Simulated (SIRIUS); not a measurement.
Band structure of SnTe (Fm-3m, 2 atoms in the cell; from Materials Project mp-1883, lattice scaled a little).

```xyz
2
Lattice="0.0000 3.2301 3.2301 3.2301 0.0000 3.2301 3.2301 3.2301 0.0000" Properties=species:S:1:pos:R:3 pbc="T T T"
Sn     0.0000     0.0000     0.0000
Te     3.2301     3.2301     3.2301
```

All values come from this method and carry its errors: PBE, SSSP 1.1.2 efficiency PBE pseudopotentials (plane waves; SIRIUS 7.12.0).

Settings: parameters.ngridk = 6 6 6; parameters.xc_functionals = [XC_GGA_X_PBE, XC_GGA_C_PBE]; parameters.gk_cutoff = 8.062 1/bohr; parameters.pw_cutoff = 25.496 1/bohr; parameters.smearing = fermi_dirac; parameters.smearing_width = 0.00367493 Ha; potentials = SSSP 1.1.2 efficiency PBE pseudopotentials; parameters.electronic_structure_method = pseudopotential; parameters.num_bands = 14; parameters.num_mag_dims = 0; parameters.num_dft_iter = 100; parameters.energy_tol = 1e-07 Ha; parameters.density_tol = 1e-06; mixer.type = anderson.

Spin-orbit coupling is left out, which matters for bands and gaps with elements this heavy. The structure comes from a collection of computed structures, made at another level of theory; the collection holds predicted forms beside known ones. Its lattice was then scaled. No clean gap shows at this smearing width and mesh (spacing up to 0.28 Å⁻¹); the mesh is coarse for partly filled bands, so the values carry mesh errors. Semi-local functionals can close small gaps.

Task: Predict the gap along the standard path and the places of the band edges.

Result: The gap along the path is 0.08 eV, direct at L to within 0.01 eV.

Points are given in units of this cell's reciprocal vectors. Levels in eV from the top of the valence band on the path, bands 7 to 13:
| point | 7 | 8 | 9 | 10 | 11 | 12 | 13 |
|---|---|---|---|---|---|---|---|
| Γ (0 0 0) | -4.92 | -1.90 | -1.90 | -1.90 | 3.30 | 3.30 | 3.30 |
| X (0.5 0 0.5) | -6.40 | -5.02 | -3.34 | -3.34 | 2.46 | 4.66 | 4.66 |
| W (0.5 0.25 0.75) | -7.11 | -4.33 | -4.33 | -0.78 | 0.88 | 4.57 | 4.65 |
| K (0.375 0.375 0.75) | -7.14 | -4.66 | -2.89 | -2.50 | 2.90 | 2.97 | 4.30 |
| L (0.5 0.5 0.5) | -7.92 | -1.59 | -1.59 | 0.00 | 0.08 | 0.48 | 0.48 |
| U (0.625 0.25 0.625) | -7.14 | -4.66 | -2.89 | -2.50 | 2.90 | 2.97 | 4.30 |
